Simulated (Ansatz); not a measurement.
RuW:
```yaml
crystal:
  lattice:
    - [0.00000, 2.56522, 2.56522]
    - [2.56522, 0.00000, 2.56522]
    - [2.56522, 2.56522, 0.00000]
  atoms:
    - { symbol: Ru, position: [0.00000, 0.00000, 0.00000] }
    - { symbol: W, position: [0.50000, 0.50000, 0.50000] }
```

Relaxed with PBE.

**Question.** Which orbitals make up the states near the Fermi level in the program Ansatz at the PBE level (PAW)?

**Answer.** Within 0.5 eV of the Fermi level: W 5d 57 %, Ru 4d 31 %. Projections are on Löwdin-orthogonalised atomic valence shells; empty p or d shells of many metals are not among them.

**Question.** Tabulate the density of states.

**Answer.** States/eV per cell of 2 atoms, in 0.25 eV bins, energy from the Fermi level.

```csv
E (eV),total,Ru 4d,W 5d,W 6s
-7.85,0.09,0.00,0.00,0.04
-7.60,0.12,0.00,0.00,0.05
-7.35,0.15,0.00,0.00,0.07
-7.10,0.19,0.00,0.00,0.08
-6.85,0.22,0.01,0.01,0.10
-6.60,0.26,0.01,0.01,0.11
-6.35,0.31,0.02,0.02,0.13
-6.10,0.46,0.09,0.08,0.15
-5.85,0.85,0.27,0.24,0.17
-5.60,1.15,0.41,0.37,0.19
-5.35,1.50,0.58,0.50,0.23
-5.10,2.21,0.94,0.76,0.29
-4.85,3.45,1.57,1.23,0.41
-4.60,3.61,1.81,1.30,0.33
-4.35,3.48,2.04,1.04,0.14
-4.10,2.35,1.42,0.80,0.06
-3.85,2.93,1.71,1.09,0.04
-3.60,2.94,1.66,1.13,0.03
-3.35,2.83,1.48,1.16,0.02
-3.10,2.30,1.42,0.75,0.02
-2.85,3.10,2.08,0.80,0.04
-2.60,2.68,1.73,0.75,0.04
-2.35,1.97,1.03,0.79,0.04
-2.10,2.51,1.18,1.12,0.07
-1.85,2.63,1.40,0.99,0.06
-1.60,1.68,1.28,0.31,0.01
-1.35,1.98,1.52,0.37,0.03
-1.10,2.71,1.75,0.78,0.10
-0.85,1.41,0.55,0.70,0.08
-0.60,1.27,0.49,0.61,0.06
-0.35,1.39,0.52,0.66,0.05
-0.10,1.46,0.50,0.76,0.04
0.15,1.57,0.47,0.92,0.03
0.40,1.68,0.40,1.15,0.02
0.65,2.45,0.55,1.72,0.02
0.90,3.98,1.06,2.51,0.07
1.15,3.84,0.99,2.44,0.10
1.40,3.22,0.87,1.96,0.12
1.65,2.69,0.79,1.55,0.11
1.90,2.36,0.72,1.30,0.12
2.15,2.21,0.68,1.17,0.14
2.40,2.23,0.68,1.11,0.14
2.65,2.11,0.66,1.01,0.13
2.90,1.49,0.44,0.66,0.12
3.15,0.81,0.15,0.30,0.13
3.40,0.83,0.15,0.28,0.15
3.65,0.88,0.14,0.26,0.13
3.90,0.78,0.13,0.22,0.11
4.15,0.73,0.12,0.20,0.10
4.40,0.70,0.11,0.18,0.09
4.65,0.67,0.10,0.16,0.08
```

Space group Fm-3m (rock salt). The start of the workflow was typed in or built on a structure type; neither database checked (COD, Materials Project) lists it. Whether it is the stable phase at ambient conditions was not checked. The PBE relaxation kept the symmetry of its start; whether a distortion lowers the energy is not shown. The run is not spin-polarised. The volume moved by 15 % from the start of the relaxation. Its formation energy is positive at this level, so the cell may be metastable or incomplete. Spin–orbit coupling is left out wherever it is not named.

Potentials: the later of the program's two PAW sets.
